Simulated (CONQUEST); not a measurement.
Input and output of a self-consistent single point for Se (P3_121, 6 atoms in the cell; from Materials Project mp-14) (CONQUEST).

Level of theory: PBEsol, numerical atomic orbitals double-zeta with polarisation (the shipped basis), PseudoDojo norm-conserving potentials made for PBEsol in CONQUEST 1.3.

```yaml
crystal:
  lattice:
    - [4.50482, 0.00000, 0.00000]
    - [0.00000, 7.80258, 0.00000]
    - [0.00000, 0.00000, 4.97880]
  atoms:
    - { symbol: Se, position: [0.21789, 0.00000, 0.33333] }
    - { symbol: Se, position: [0.89106, 0.10895, 0.66667] }
    - { symbol: Se, position: [0.39105, 0.39105, 0.00000] }
    - { symbol: Se, position: [0.71789, 0.50000, 0.33333] }
    - { symbol: Se, position: [0.39105, 0.60894, 0.66667] }
    - { symbol: Se, position: [0.89106, 0.89106, 0.00000] }
```

Reference input (self-consistent single point, DFT, PBEsol, numerical atomic orbitals double-zeta with polarisation (the shipped basis), PseudoDojo norm-conserving potentials made for PBEsol): basis = DZP; Diag.MPMeshX, Y, Z = 5 3 5; potentials = PseudoDojo norm-conserving PBEsol; Grid.GridCutoff = 175 Ha; DM.SolutionMethod = diagon; Diag.kT = 0.000735 Ha; Diag.GammaCentred = true; minE.SCTolerance = 1.0e-06; SC.MaxIters = 100; SC.LinearMixingFactor = 0.3; SC.KerkerPreCondition = true; SC.KerkerFactor = 0.1 1/bohr. This run's input differs from it in these lines:

```diff
@@ -13,3 +13,3 @@
 
-Grid.GridCutoff                175
+Grid.GridCutoff                70
 DM.SolutionMethod              diagon
```

Output, abridged:

```
    PulayMixSC: Starting Pulay mixing, A_up =  0.300 A_dn =  0.300
    PulayMixSC: Spin non-polarised calculation.
    PulayMixSC: with Kerker preconditioning, q0 =  0.100
          Harris-Foulkes Energy            :      -726.584879289094033 Ha
    PulayMixSC: Pulay iteration     1 residual:              0.11939E-02
          Harris-Foulkes Energy            :      -726.570220827362391 Ha
    PulayMixSC: Pulay iteration     2 residual:              0.80661E-03
          Harris-Foulkes Energy            :      -726.559479094190920 Ha
    PulayMixSC: Pulay iteration     3 residual:              0.11881E-03
          Harris-Foulkes Energy            :      -726.559241918404155 Ha
    PulayMixSC: Pulay iteration     4 residual:              0.18758E-04
          Harris-Foulkes Energy            :      -726.559250698906908 Ha
    PulayMixSC: Pulay iteration     5 residual:              0.11683E-04
          Harris-Foulkes Energy            :      -726.559250133718024 Ha
    PulayMixSC: Pulay iteration     6 residual:              0.11772E-05
          Harris-Foulkes Energy            :      -726.559250132987358 Ha
    PulayMixSC: Pulay iteration     7 residual:              0.21721E-06
    PulayMixSC: Reached SCF tolerance of  0.21721E-06 after      7 iterations
      | Number of electrons      =        96.000077
      |* Harris-Foulkes energy   =      -726.559250132987358 Ha
      |* DFT total energy        =      -726.559250133340129 Ha

    force: Forces on atoms (Ha/a0)
    force:  Atom   X              Y              Z
    force:     1   0.0128531825   0.0000001186   0.0000006957
    force:     2  -0.0059114043   0.0153094795   0.0000778075
    force:     3  -0.0059115994  -0.0153095795  -0.0000785345
    force:     4   0.0128531825   0.0000001186   0.0000006957
    force:     5  -0.0059114043   0.0153094795   0.0000778075
    force:     6  -0.0059115994  -0.0153095795  -0.0000785345

    force: Maximum force :        0.01530958(Ha/a0) on atom         3 in y direction
    force: Force Residual:        0.01531744 Ha/a0
    force: Total stress:         -0.41040721    -1.32073231    -4.61628512 GPa
    force: Average pressure:      2.11580822 GPa

    get_E_and_F: Change in energy during last step of electronic optimisation:  0.73067E-09
```

The run converged in 7 iterations. CONQUEST prints the stress tensor with tension positive. Against the reference run the free energy falls by 32.6 meV/atom, the pressure goes from 0.71 to 2.12 GPa and the largest force goes from 0.794 to 0.844 eV/Å.

The program uses no crystal symmetry, so grid and mesh can part values that symmetry would make equal. The atom-centred basis is finite, which shifts total energies, pressures and forces against plane waves. This run is one point of a test of settings, so its values need not be converged; read them against the reference run alone. The structure comes from a collection of computed structures, made at another level of theory; the collection holds predicted forms beside known ones.

Cost on one core: around 25 core-seconds (rough).
